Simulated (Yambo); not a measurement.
Rh₂O₃ (corundum, space group R-3c, No. 167), G0W0@LDA (Yambo, plasmon pole, terminator in G, 2×2×2 mesh): gap Γ → F in eV by bands and screening block.

| bands (W and G) | 2 Ry | 3 Ry | 4 Ry | 6 Ry | 7 Ry |
|---|---|---|---|---|---|
| 71 | 1.52 | 1.18 | 1.07 | 1.06 | 1.07 |
| 90 | [?] | 1.19 | 1.09 | 1.08 | 1.09 |
| 117 | [?] | [?] | 1.06 | 1.05 | 1.07 |
| 151 | 1.52 | 1.16 | 1.04 | 1.03 | 1.05 |
| 185 | 1.52 | 1.16 | 1.04 | 1.03 | 1.04 |

Task: Estimate the withheld gaps from their neighbours; the computed values follow.

Result: 
- 90, 2 Ry: 1.55
- 117, 2 Ry: 1.53
- 117, 3 Ry: 1.17

The largest settings aren't shown to be the converged limit.

Spin-orbit coupling is not included.

Geometry of the Materials Project entry, not relaxed at this level; primitive cell a = b = c = 5.4997 Å, α = β = γ = 55.76°.
